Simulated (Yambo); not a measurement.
Given:

```
N
1.0
    5.56052     0.00000     0.00000
    0.00000     5.56052     0.00000
    0.00000     0.00000     5.56052
N
8
Direct
  0.05740   0.05740   0.05740
  0.94260   0.94260   0.94260
  0.44260   0.94260   0.55740
  0.55740   0.05740   0.44260
  0.55740   0.44260   0.94260
  0.44260   0.55740   0.05740
  0.94260   0.55740   0.44260
  0.05740   0.44260   0.55740
```

Workflow: PBEsol (Quantum ESPRESSO, PseudoDojo norm-conserving, 84 Ry, without SOC), then G0W0 in Yambo (2×2×2 Γ-centred k mesh, 304 bands and a 8 Ry block in the screening, 304 bands in G with the Bruneval-Gonze terminator, plasmon pole fitted at 27.2 eV).

Question: Give the PBEsol and G0W0 gaps between the band edges found on this mesh, and say where the edges lie.

Answer: Edges: X → Γ. PBEsol: 7.21 eV; G0W0: 13.51 eV. Nearest settings tried, and what they do to the gap: 105 bands in W, 105 bands in G: +74 meV; 133 bands in W: +32 meV; 7 Ry block (389 vectors against 485): -15 meV. Not varied: mesh. So the settings aren't converged at that level. The k mesh is coarse. 

Geometry of the Materials Project entry, not relaxed at this level.
